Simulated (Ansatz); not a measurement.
Input and command of a plane-wave DFT calculation in Ansatz:

```yaml
crystal:
  lattice:
    - [-1.708611085, 1.708611085, 1.238046824]
    - [1.708611085, -1.708611085, 1.238046824]
    - [1.708611085, 1.708611085, -1.238046824]
  atoms:
    - { symbol: Si, position: [0.0, 0.0, 0.0] }
basis:
  ecutwfc: 500
kpoints:
  mp_grid: { grid: [30, 30, 30] }
hamiltonian:
  xc: r2scan
scf:
  occupations: { method: gaussian, width: 0.15 }
output:
  forces: true
  stress: true
  eigenvalues: true
```

```bash
ansatz run input.yaml --threads 2 --pin off --max-ram 5120MiB --backend cpu --events-out ev --progress --plain --runs-dir out
```

Processor: Arm Neoverse V2, 2 threads, on a host shared with other jobs.

Task: Estimate time, memory and problem size.

Result: About 11 s on 2 threads of Arm Neoverse V2, with other jobs on the host, peak memory 0.59 GiB. It solves 6 bands at 1992 k points (the mesh reduced by symmetry) with about 345 plane waves, in 6 SCF iterations.
